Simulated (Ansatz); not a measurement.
SnO:
Space group P4/nmm, origin choice 1 (No. 129); a = b = 3.838 Å, c = 4.762 Å, α = β = γ = 90.00°

| atom | site | symmetry | x | y | z |
|---|---|---|---|---|---|
| Sn | 2c | 4mm | 0.0000 | 0.5000 | 0.2431 |
| O | 2a | -4m2 | 0.0000 | 0.0000 | 0.0000 |

Relaxed at zero pressure with the program Ansatz at the PBE+D3(BJ) level (PAW).

The volume is raised by 9 % and shape and atoms relax at that volume. What pressure results, and how do the axes share the change?

-2.0 GPa; a 0.8 %, b 0.8 %, c 7.2 %; the energy rises by 11 meV/atom.

Give the new structure.


Space group P4/nmm, origin choice 1 (No. 129); a = 3.871 Å, b = 3.871 Å, c = 5.104 Å, α = 90.00°, β = 90.00°, γ = 90.00°

| atom | site | symmetry | x | y | z |
|---|---|---|---|---|---|
| Sn | 2c | 4mm | 0.0000 | 0.5000 | 0.2273 |
| O | 2a | -4m2 | 0.0000 | 0.0000 | 0.0000 |

The phase is kept; no other phase was compared at this pressure.

Symmetry was held in the PBE+D3(BJ) relaxation. Spin–orbit coupling is left out wherever it is not named.

Potentials: the later of the program's two PAW sets.
